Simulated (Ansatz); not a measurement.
Zr2C in space group P4/nmm (No. 129; Zr on 2a, Zr on 2c, C on 2c), r²SCAN in the plane-wave PAW code Ansatz, all energies at zero smearing, with the estimated change up to a 700 eV cutoff added, with one set of potentials and settings (totals compare only within such a set). Cell of 6 atoms (4 Zr, 2 C): -17283.571 eV.

```
element                reference phase  E (eV/atom)
-------  -----------------------------  -----------
Zr       P6_3/mmc, 2 atoms in the cell   -4195.0547
C        P6_3/mmc, 4 atoms in the cell    -251.6688
```

Formation energy per atom, worked out: (-17283.571 − 4×(-4195.0547) − 2×(-251.6688))/6 = -0.002 eV/atom (0 kJ per mol of atoms), at 0 K, without zero-point energy or fitted corrections.

The cell is a constructed one: a structure type filled with these elements; neither database checked (COD, Materials Project) lists it. Its standing as an ambient phase is unchecked. Symmetry was held in the r²SCAN relaxation; whether a distortion lowers the energy is not shown. The run is not spin-polarised. The references are the lowest solids computed at this level, not always the standard phases.

Potentials: the earlier of the program's two PAW sets.
